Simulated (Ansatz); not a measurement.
CdS:
```xyz
4
Lattice="4.1636 0.0000 0.0000 -2.0818 3.6058 0.0000 0.0000 0.0000 6.7671" Properties=species:S:1:pos:R:3 pbc="T T T"
Cd     2.0818     1.2019     0.0067
Cd     0.0000     2.4038     3.3903
S      2.0818     1.2019     4.2241
S      0.0000     2.4038     0.8405
```

Relaxed with r²SCAN. Special points in fractions of this cell's reciprocal vectors: Γ (0.000, 0.000, 0.000); M (0.500, 0.000, 0.000); K (0.333, 0.333, 0.000); A (0.000, 0.000, 0.500); L (0.500, 0.000, 0.500); H (0.333, 0.333, 0.500).

Task: List the band energies nearest the valence-band maximum at these points for r²SCAN with spin–orbit coupling in the plane-wave PAW code Ansatz.

Result: In eV from the valence-band maximum; about four levels below and three above (degenerate sets whole), none deeper than 8.9 eV; points with the same levels are listed once.

```
k                          below                above
-  -----------------------------  -------------------
Γ          -0.01 -0.01 0.00 0.00  1.62 1.62 3.22 3.22
M        -1.27 -1.27 -0.75 -0.75  4.13 4.13 4.25 4.25
K  -1.82 -1.82 -1.79 -1.63 -1.63       4.94 4.94 5.50
A        -0.38 -0.38 -0.38 -0.38  3.25 3.25 3.25 3.25
L        -1.31 -1.31 -1.31 -1.31  3.86 3.86 3.86 3.86
H        -1.11 -1.11 -1.10 -1.10  4.82 4.82 4.86 4.86
```

Space group P6_3mc (wurtzite). Symmetry was held in the r²SCAN relaxation.

Potentials: the later of the program's two PAW sets.
